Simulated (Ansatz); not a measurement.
Simulated powder pattern, Cu Kα, λ = 1.54184 Å (kinematic, ideal powder, no thermal factors, no anomalous dispersion; the 30 strongest lines at most, above 1 %, up to 2θ = 90°):

```csv
2θ (°),d (Å),I/Imax (%)
21.43,4.147,1.1
30.48,2.933,100
37.56,2.394,6.9
43.65,2.074,32
54.17,1.693,40
63.44,1.466,19
72.00,1.312,17
76.12,1.250,1.9
80.17,1.197,6.5
88.14,1.108,22
```

The pattern belongs to a structure relaxed with plane-wave PAW LDA (Ansatz code).

The compound is BaZrO3.

Problem. Give the crystal system and the lattice parameters.

Solution. cubic, Pm-3m; a = 4.147 Å.

The cell was relaxed with LDA under the symmetry of its start. At this level the phase is dynamically unstable (imaginary phonons). No spin polarisation was allowed. Scalar-relativistic: spin–orbit coupling is off unless named, which matters more the heavier the elements.

Potentials: the later of the program's two PAW sets.
